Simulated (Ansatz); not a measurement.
Ca2AsI: a film clamped to a substrate

All numbers below come from DFT r2SCAN, scalar-relativistic, plane waves, PAW in Ansatz 0.2.0. Cutoff 500 eV, Γ-centred 6×6×6 k-points, Gaussian smearing of 0.05 eV. No spin polarisation. Energies are free energies at this smearing, counted from the undisturbed cell; pressure is positive in compression.

Reference structure (as given, not relaxed at this level; it stands at -0.2 GPa, and it needn't be the usual structure):

```
CELL_PARAMETERS angstrom
2.19850 1.26930 7.43000
-2.19850 1.26930 7.43000
0.00000 -2.53861 7.43000
ATOMIC_POSITIONS crystal
Ca 0.23130 0.23130 0.23130
Ca 0.76870 0.76870 0.76870
As 0.50000 0.50000 0.50000
I 0.00000 0.00000 0.00000
```

The cell (4 atoms, V0 = 124.40 Å³) is strained by p along both x and y and by q along z, fractional coordinates fixed. τp = (1/V0) ∂E/∂p = (σxx + σyy)(1 + p)(1 + q) and τq = (1/V0) ∂E/∂q = σzz(1 + p)², with tension positive.

| p | q | ΔE (meV/atom) | τp (GPa) | τq (GPa) |
| --- | --- | --- | --- | --- |
| 0.000 | 0.000 | 0.00 | 0.50 | -0.03 |
| -0.015 | 0.000 | 2.91 | -2.54 | -0.74 |
| 0.015 | 0.000 | 5.51 | 3.24 | 0.61 |
| 0.000 | -0.015 | 1.43 | -0.21 | -0.96 |
| 0.000 | 0.015 | 1.24 | 1.14 | 0.87 |

Get the second derivatives of the energy density.

Central differences give A = ∂τp/∂p = 193 GPa (C11 + C22 + 2 C12), C = ∂τq/∂q = 61 GPa (C33) and the cross term B = ∂τq/∂p = 45 GPa (C13 + C23); ∂τp/∂q = 45 GPa must equal B, and any difference shows higher-order terms. The ions are clamped.

A film of this crystal grows with z along the normal on a substrate that imposes p. How does its thickness respond, and what does the misfit cost?

Count p and q from the stress-free cell. A free surface needs τq = 0, so q = −(B/C) p = -0.74 p. The energy density left is (A − B²/C) p²/2 = M p², with the biaxial modulus M = 80 GPa; a misfit of 1 % costs 1.55 meV/atom, against 1.87 meV/atom if the thickness were held.

At p = 0.030 the energies along q are 16.5 (q = -0.030), 16.4 (q = -0.015), 18.6 (q = 0.000), 23.2 (q = 0.015), 30.1 (q = 0.030) meV/atom.

Does the linear rule hold at this misfit?

A parabola through the lowest point and its neighbours has its minimum at q = -0.021, 16.1 meV/atom. With the stress left in the starting cell, τp0 and τq0, linear elasticity gives q = −(τq0 + Bp)/C = -0.022 and E = V0(τp0 p + τq0 q + Ap²/2 + Bpq + Cq²/2)/N = 16.9 meV/atom. The two agree within a tenth in energy.

Forces appear on the atoms along this scan, and letting them relax would lower the energy and soften the response.